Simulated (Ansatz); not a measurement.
This guess for HfC3 is about to be relaxed.

```yaml
crystal:
  lattice:
    - [-1.77194, 1.77194, 4.40519]
    - [1.77194, -1.77194, 4.40519]
    - [1.77194, 1.77194, -4.40519]
  atoms:
    - { symbol: Hf, position: [0.00000, 0.00000, 0.00000] }
    - { symbol: C, position: [0.75000, 0.25000, 0.50000] }
    - { symbol: C, position: [0.25000, 0.75000, 0.50000] }
    - { symbol: C, position: [0.50000, 0.50000, 0.00000] }
```

Computed with DFT PBE, scalar-relativistic, plane waves, PAW in Ansatz. Cutoff 420 eV, Gaussian smearing, Γ-centred meshes. Cell and atoms relax first on a coarse mesh and then on a finer one. In between, the cell is made exact in the group found at 0.06 Å. In metals the finer mesh still leaves noise of several meV/atom or more. The steps can't lower the symmetry of their start. No spin polarisation.

A guess keeps its type if space group and coordination stay and the shape of the cell changes little (axis ratios within about 15 %, angles within 6°); the volume may change.

Question: Does this structure survive the relaxation?

Answer: It keeps its type. The symmetry stays I4/mmm (No. 139). The end has the TiAl3 (D0_22) type. The volume per atom shrinks by 29.2 %, from 13.8 to 9.8 Å³. The shortest distance goes from 2.51 Å (Hf–C and C–C) to 2.23 Å (Hf–C and C–C). The ratio c/a of the conventional cell changes by a factor of 1.01. Counting neighbours within 15 % of an atom's shortest distance, the start has C 12, Hf 12 and the end C 12, Hf 12.

The zero of energy is the elements' standard structures at the same level; no fitted shifts are applied.

Question: At what energy does it end?

Answer: +1.78 eV/atom. The separate elements lie lower, so it is unstable against them.

The last run used a 20×20×20 mesh for its 4-atom cell and Gaussian smearing of 0.10 eV. Spin–orbit coupling, which can matter for Hf, is left out. The reference form of C is held partly by dispersion forces, which this level lacks. A structure relaxed within its symmetry needn't be a true minimum.
